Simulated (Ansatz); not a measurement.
Al under pressure

The calculation used Ansatz, DFT PBEsol, scalar-relativistic, plane waves, PAW. Settings: 420 eV plane-wave cutoff, Γ-centred 18×18×10 mesh, Fermi-Dirac smearing of 0.15 eV. No spin polarisation. Phonons by linear response, acoustic sum rule imposed.

The cell, relaxed at this level:
```
Al
1.0
     2.84031    0.00000    0.00000
    -1.42016    2.45978    0.00000
     0.00000    0.00000    4.67522
Al
2
Direct
  0.66667 0.33333 0.75000
  0.33333 0.66667 0.25000
```

In a metal, frequencies and elastic constants depend on the k mesh and the smearing, soft modes and shear constants most.

Optical modes at Γ (cm⁻¹) at zero pressure: 145, 312.

Under hydrostatic pressure the same modes lie at 162, 348 cm⁻¹. What is the pressure, and how much has the cell shrunk?

Answers

5 GPa; the volume is 5.5 % smaller.

This form isn't the element's structure at ambient conditions.

Cost: 2 runs of about 0.4 core-minutes in all, on Intel Xeon 6975P-C (Granite Rapids) (shared hosts).